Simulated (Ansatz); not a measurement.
Relaxed-ion elastic tensor of Hf (hcp (Mg type), P6_3/mmc) in GPa (Voigt order), plane-wave PAW r²SCAN+D4 (Ansatz code); density 13.32 g/cm³, 22.26 Å³ per atom.

```
 189  77.4  65.6   0.0   0.0   0.0
77.4   189  65.6   0.0   0.0   0.0
65.6  65.6   206   0.0   0.0   0.0
 0.0   0.0   0.0  59.1   0.0   0.0
 0.0   0.0   0.0   0.0  59.1   0.0
 0.0   0.0   0.0   0.0   0.0  55.6
```

Q: Is the crystal mechanically stable?

A: Yes: the smallest eigenvalue of C is 55.6 GPa.

Q: Work out the Voigt, Reuss and Hill averages.

A: K_V = 111, K_R = 111, K_H = 111; G_V = 59.8, G_R = 59.4, G_H = 59.6 GPa.

Q: Give Young's modulus, Poisson's ratio, Pugh's ratio and the universal anisotropy index.

A: E = 9KG/(3K + G) = 152 GPa; ν = 0.27; K/G = 1.87 (ductile by the Pugh limit of 1.75); A_U = 5G_V/G_R + K_V/K_R − 6 = 0.03.

Q: Estimate the sound speeds and the Debye temperature.

A: v_l = √((K + 4G/3)/ρ) = 3780 m/s, v_t = √(G/ρ) = 2120 m/s, mean 2350 m/s; Θ = (h/k)(3n/4πV)^(1/3) v_m = 249 K.

Q: Solve the Christoffel equation for the three sound speeds along x, y, z.

A: Eigenvalues of C_ijkl n_j n_l equal ρv². In km/s, slowest first: x 2.04, 2.11, 3.76; y 2.04, 2.11, 3.76; z 2.11, 2.11, 3.93.

Q: How much does each axis shrink under pressure?

A: Linear compressibilities β_i = Σ_j S_ij (j = 1 to 3): x 3.0, y 3.0, z 2.9 per TPa.

The cell was relaxed with r²SCAN+D4 under the symmetry of its start. The run is not spin-polarised. The pairwise dispersion correction was not fitted to metals. As this level gives no gap, shear constants depend on the k-mesh and smearing (Fermi–Dirac, 0.1 eV here). Scalar-relativistic: spin–orbit coupling is off unless named, which matters more the heavier the elements.

Potentials: the later of the program's two PAW sets.
